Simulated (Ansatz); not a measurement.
A 3-atom cell of SrCl2 started from a crystallographic database, relaxed with r2SCAN: 8 runs in the PAW code Ansatz, each a construction of maximally localised Wannier functions. The symmetry is Fm-3m (No. 225, cubic); a = 6.995 Å in the conventional setting, 28.53 Å³ an atom. Sr has 8 Cl at 3.03 Å; Cl has 4 Sr at 3.03 Å. Calculated for a static, non-magnetic cell.

```
Sr Cl
1.0
     0.00000    3.49765    3.49765
     3.49765    0.00000    3.49765
     3.49765    3.49765    0.00000
Sr Cl
1 2
Direct
  0.00000 0.00000 0.00000
  0.25000 0.25000 0.25000
  0.75000 0.75000 0.75000
```

Windows count from the top of the filled bands; a dash means that no such window was set (without an outer window there is no disentanglement). Rows marked drawn have settings drawn at random (some not listed).

| functional | SCF mesh | trial orbitals | functions | mesh | window (eV) | frozen (eV) | settings | Ω total (Å²) | Ω invariant (Å²) | largest spread (Å²) | least projectability | interpolation miss of the model's filled bands (eV, to the nearest computed level) |
| --- | --- | --- | --- | --- | --- | --- | --- | --- | --- | --- | --- | --- |
| PBE | 6×6×6 | Cl s, Cl p | 8 | 4×4×4 | – | – | chosen | 9.63 | 8.27 | 1.20 | 0.88 | 0.010 |
| PBE | 6×6×6 | Cl s, Cl p | 8 | 6×6×6 | – | – | chosen | 9.96 | 8.58 | 1.25 | 0.88 | 0.001 |
| PBE | 6×6×6 | Cl p | 6 | 4×4×4 | – | – | chosen | 8.58 | 8.54 | 1.43 | 0.96 | 0.010 |
| r2SCAN | 6×6×6 | Cl s, Cl p | 8 | 4×4×4 | – | – | chosen | 9.72 | 8.34 | 1.22 | 0.86 | 0.009 |
| r2SCAN | 6×6×6 | Cl p | 6 | 4×4×4 | – | – | chosen | 8.42 | 8.38 | 1.40 | 0.97 | 0.009 |
| HSE06 | 4×4×4 | Cl s, Cl p | 8 | 4×4×4 | – | – | chosen | 10.15 | 8.79 | 1.27 | 0.82 | – |
| HSE06 | 4×4×4 | Cl p | 6 | 4×4×4 | – | – | chosen | 8.37 | 8.33 | 1.40 | 0.97 | – |
| PBE | 6×6×6 | Cl s, Cl p | 8 | 5×5×5 | – | – | drawn | 9.84 | 8.46 | 1.23 | 0.89 | 0.003 |

A dash in the last column means that the miss wasn't evaluated.

For Cl s, Cl p with PBE the spread goes 9.63 Å² (4×4×4), 9.96 Å² (6×6×6): finite differences on a coarse mesh understate it.

Spin-orbit coupling is left out.
